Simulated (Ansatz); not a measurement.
A relaxed structure of TaRu is spoiled in several ways and relaxed again each time (noise and exchanges are one random draw each; pressure is positive under compression). These are PBEsol (plane waves to 420 eV, PAW, scalar-relativistic; Ansatz, a quantum-chemistry and plane-wave program) values and carry that method's errors.

Space group P4/mmm (No. 123); a = 3.0245 Å, b = 3.0245 Å, c = 3.3863 Å, α = 90.00°, β = 90.00°, γ = 90.00°

```
atom  site  symmetry       x       y       z
----  ----  --------  ------  ------  ------
Ta      1d     4/mmm  0.5000  0.5000  0.5000
Ru      1a     4/mmm  0.0000  0.0000  0.0000
```

### Question
One start gave a first pressure of +43.7 GPa, a largest first force of 0.00 eV/Å and released 0.43 eV/atom. Which change was it?
(A) with every coordinate shifted by Gaussian noise of σ = 0.3 Å
(B) deformed by the Cartesian strain tensor (xx, yy, zz, yz, xz, xy) = (-0.093, -0.032, 0.037, 0.078, 0.017, 0.073)
(C) with every coordinate shifted by Gaussian noise of σ = 0.1 Å

### Answer
B, deformed by the Cartesian strain tensor (xx, yy, zz, yz, xz, xy) = (-0.093, -0.032, 0.037, 0.078, 0.017, 0.073). All starts:

```csv
change,first pressure (GPa),largest first force (eV/Å),released (eV/atom),moves,outcome,final group,E − E(parent) (eV/atom)
"deformed by the Cartesian strain tensor (xx, yy, zz, yz, xz, xy) = (-0.093, -0.032, 0.037, 0.078, 0.017, 0.073)",43.7,0.00,0.43,15,returns to the parent,P4/mmm,0.00
with every coordinate shifted by Gaussian noise of σ = 0.3 Å,–,–,0.60,8,returns to the parent,P4/mmm,0.00
with every coordinate shifted by Gaussian noise of σ = 0.1 Å,5.6,1.61,0.10,7,returns to the parent,P4/mmm,0.00
```

First-step values come from each run's starting, coarser k-mesh (12×11×9, 11×11×10). The runs use different k-meshes, so differences are rounded accordingly. No spin polarisation in the result.
